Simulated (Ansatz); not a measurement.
**Is this SnPb₂O₃ structure a true minimum?**

The structure comes from a generated guess, relaxed at this level; another structure or a mixture of phases may lie lower.

Level of theory: DFT PBE, scalar-relativistic, plane waves, PAW (Ansatz). Cutoff 420 eV; k points 8×8×2 on the computed 12-atom cell (Γ-centred); Gaussian smearing, width 0.02 eV; no spin polarisation.

The cell below (12 atoms, space group P4/nmm (No. 129)) is relaxed within its symmetry.

```
Sn Pb O
1.0
     3.98539    0.00000    0.00000
     0.00000    3.98539    0.00000
     0.00000    0.00000   16.39074
Sn Pb O
2 4 6
Cartesian
  1.9927 0.0000 15.0199
  0.0000 1.9927 1.3709
  1.9927 0.0000 3.7089
  1.9927 0.0000 9.4124
  0.0000 1.9927 6.9783
  0.0000 1.9927 12.6819
  1.9927 1.9927 13.9045
  1.9927 1.9927 2.4863
  1.9927 1.9927 8.1954
  0.0000 0.0000 13.9045
  0.0000 0.0000 2.4863
  0.0000 0.0000 8.1954
```

For the test it was strained at random (σ = 1.5 % a component), the atoms were moved at random (σ = 0.15 Å), and all was relaxed again on a coarse 4×4×1 mesh (in the run’s order of axes) with 0.10 eV smearing, with no symmetry imposed.

No dispersion correction is applied, so the spacing and binding between layers, chains or molecules are poorly described. Spin–orbit coupling, which can matter for Pb, is left out.

Question: What happens?

Answer: It returns, within 1 meV/atom of the unmoved cell on that mesh and with the same symmetry when read at 0.1 Å (P-1 at 0.01 Å, so small strains and shifts remain). So it is stable against the distortions that fit this cell and that this random move excites. Modes that don't fit the cell aren't tested.
